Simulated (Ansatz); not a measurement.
## From three elastic constants to directional properties of ZrRh₃

The calculation used DFT LDA, scalar-relativistic, plane waves, PAW in Ansatz. Settings: 420 eV plane-wave cutoff, Γ-centred 12×12×12 mesh, Fermi-Dirac smearing of 0.15 eV. No spin polarisation.

The cell, relaxed at this level:
```yaml
crystal:
  lattice:
    - [3.87871, 0.00000, 0.00000]
    - [0.00000, 3.87871, 0.00000]
    - [0.00000, 0.00000, 3.87871]
  atoms:
    - { symbol: Zr, position: [0.00000, 0.00000, 0.00000] }
    - { symbol: Rh, position: [0.00000, 0.50000, 0.50000] }
    - { symbol: Rh, position: [0.50000, 0.00000, 0.50000] }
    - { symbol: Rh, position: [0.50000, 0.50000, 0.00000] }
```

In a metal, frequencies and elastic constants depend on the k mesh and the smearing, soft modes and shear constants most.

With ions relaxed, on the cubic axes: C11 = 364.5, C12 = 196.0, C44 = 164.3 GPa. The density is 11.381 g/cm³.

Question: Is the crystal stable against strain, and how anisotropic is it?

Answer: Born's conditions hold: C11 + 2C12 = 756.5, C11 − C12 = 168.5 and C44 = 164.3 GPa are all positive. B = (C11 + 2C12)/3 = 252.2 GPa. The two shear moduli are C44 and C′ = (C11 − C12)/2 = 84.2 GPa, so Zener's ratio is A = C44/C′ = 1.95: the tetragonal shear C′ is the soft one, as in many fcc and bcc metals and zincblende crystals. The Cauchy pressure C12 − C44 is 31.7 GPa; it would vanish for pair forces between atoms on inversion centres at zero pressure, and a positive value is usual with metallic or many-body binding, and where atoms off inversion centres relax under shear, which lowers C44.

Question: Give the sound speeds along the three symmetry directions.

Answer: The Christoffel equation gives ρv² for each branch:
```tsv
direction	branch	ρv²	GPa	v (m/s)
[100]	L	C11	364.5	5659
[100]	T (×2)	C44	164.3	3800
[110]	L	(C11 + C12 + 2C44)/2	444.6	6250
[110]	T, u ∥ [001]	C44	164.3	3800
[110]	T, u ∥ [1-10]	(C11 − C12)/2	84.2	2721
[111]	L	(C11 + 2C12 + 4C44)/3	471.3	6435
[111]	T (×2)	(C11 − C12 + C44)/3	111.0	3122
```

Question: How does Young's modulus depend on direction?

Answer: Inverting gives S11 = 4.397, S12 = -1.538, S44 = 6.085 TPa⁻¹. Along a unit vector (l, m, n), 1/E = S11 − 2(S11 − S12 − S44/2)(l²m² + m²n² + n²l²), where the last bracket is 0, 1/4 and 1/3 for [100], [110] and [111]: E = 227, 339 and 405 GPa. With A > 1 the body diagonal is stiffest. For a film on (001), the biaxial modulus is C11 + C12 − 2C12²/C11 = 350 GPa and the normal strain is −2C12/C11 = -1.08 times the in-plane one.